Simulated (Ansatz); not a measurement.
## SrCdCl4: rattling a relaxed structure

The structure comes from a generated guess, relaxed at this level; another structure or a mixture of phases may lie lower.

The calculation used DFT PBE+D3(BJ), scalar-relativistic, plane waves, PAW in Ansatz. Cutoff 420 eV; k points 6×6×2 on the computed 6-atom cell (Γ-centred); Gaussian smearing, width 0.02 eV; no spin polarisation.

The cell below (6 atoms, space group P-3m1 (No. 164)) is relaxed within its symmetry.

```
Sr Cd Cl
1.0
     4.11817    0.00000    0.00000
    -2.05909    3.56644    0.00000
     0.00000    0.00000   11.45278
Sr Cd Cl
1 1 4
Direct
  0.00000 0.00000 0.00000
  0.00000 0.00000 0.50000
  0.33333 0.66667 0.86389
  0.66667 0.33333 0.13611
  0.33333 0.66667 0.38611
  0.66667 0.33333 0.61389
```

For the test a repeat of it with 12 atoms (edges 4.12, 7.13, 11.45 Å) was strained at random (σ = 1.5 % a component), the atoms were moved at random (σ = 0.15 Å), and all was relaxed again on a coarse 4×2×1 mesh (in the run’s order of axes) with 0.10 eV smearing, with no symmetry imposed.

Q: Does it come back?

A: It returns, within 1 meV/atom of the unmoved cell on that mesh and with the same symmetry when read at 0.1 Å (Pm at 0.01 Å, so small strains and shifts remain). So it is stable against the distortions that fit this cell and that this random move excites. Modes that don't fit the cell aren't tested.
